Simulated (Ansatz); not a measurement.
Te2Au in space group C2/m (No. 12; Au on 2a, Te on 4i), r²SCAN in the plane-wave PAW code Ansatz, all energies at zero smearing, with the estimated change up to a 700 eV cutoff added, with one set of potentials and settings (totals compare only within such a set). Cell of 3 atoms (1 Au, 2 Te): -27153.310 eV.

```csv
element,reference phase,E (eV/atom)
Au,"Fm-3m, 1 atoms in the cell",-13163.5078
Te,"P3_121, 3 atoms in the cell",-6994.8235
```

Formation energy per atom, worked out: (-27153.310 − 1×(-13163.5078) − 2×(-6994.8235))/3 = -0.052 eV/atom (-5 kJ per mol of atoms), at 0 K, without zero-point energy or fitted corrections.

The workflow started from an entry of the Crystallography Open Database (COD), which files this formula under 3 space groups. Whether it is the stable phase at ambient conditions was not checked. The cell was relaxed with r²SCAN under the symmetry of its start; its stability against distortions is not shown here. The references are the lowest solids computed at this level, not always the standard phases. Spin–orbit coupling is left out wherever it is not named.

Potentials: the later of the program's two PAW sets.
